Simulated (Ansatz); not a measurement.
**What a change of settings does: YSe**

First run: DFT, LDA, all-electron LAPW, scalar-relativistic (Ansatz 0.2.0).

Command: `ansatz run input.yaml --threads 1 --pin off --max-ram 2048MiB --backend cpu --events-out ev --progress --plain --runs-dir out` It took 24 s on 1 thread of Arm Neoverse V1 (shared host), peak memory 0.32 GiB.

```yaml
crystal:
  lattice:
    - [0.0, 2.8206278025, 2.8206278025]
    - [2.8206278025, 0.0, 2.8206278025]
    - [2.8206278025, 2.8206278025, 0.0]
  atoms:
    - { symbol: "Y", position: [0.5, 0.5, 0.5] }
    - { symbol: Se, position: [0.0, 0.0, 0.0] }
kpoints:
  mp_grid: { grid: [9, 9, 9] }
  band_path:
    path:
      - [0.0, 0.0, 0.0]
      - [0.5, 0.0, 0.5]
      - [0.625, 0.25, 0.625]
      - [0.375, 0.375, 0.75]
      - [0.0, 0.0, 0.0]
      - [0.5, 0.5, 0.5]
      - [0.5, 0.25, 0.75]
      - [0.5, 0.0, 0.5]
    npoints: 14
scf:
  occupations: { method: fermi_dirac, width: 0.02 }
hamiltonian:
  xc: lda
  pseudopotentials: { kind: all_electron, lapw: { basis_error: 0.0005 } }
output:
  forces: true
  stress: true
  eigenvalues: true
  populations: true
```

The cell comes from a relaxation on PAW files under the same functional, begun from a database entry that needn't be the ground state.

It converges in 9 SCF iterations at a pressure of 0.02 GPa.

The input is then changed:

```diff
 kpoints:
-  mp_grid: { grid: [9, 9, 9] }
+  mp_grid: { grid: [3, 3, 3] }
   band_path:
   occupations: { method: fermi_dirac, width: 0.02 }
+  mixing: { algorithm: broyden, beta: 0.3 }
 hamiltonian:
   pseudopotentials: { kind: all_electron, lapw: { basis_error: 0.0005 } }
+  hubbard: { sites: [{ species: "Y", l: d, u_eff: 2.0 }], double_counting: fll }
 output:
```

**Question.** What does the second run give?

**Answer.** It converges in 8 SCF iterations at a pressure of 3.01 GPa. More than one line changes, and not each need have an effect. Some of the changed settings are coarser than converged work would use.
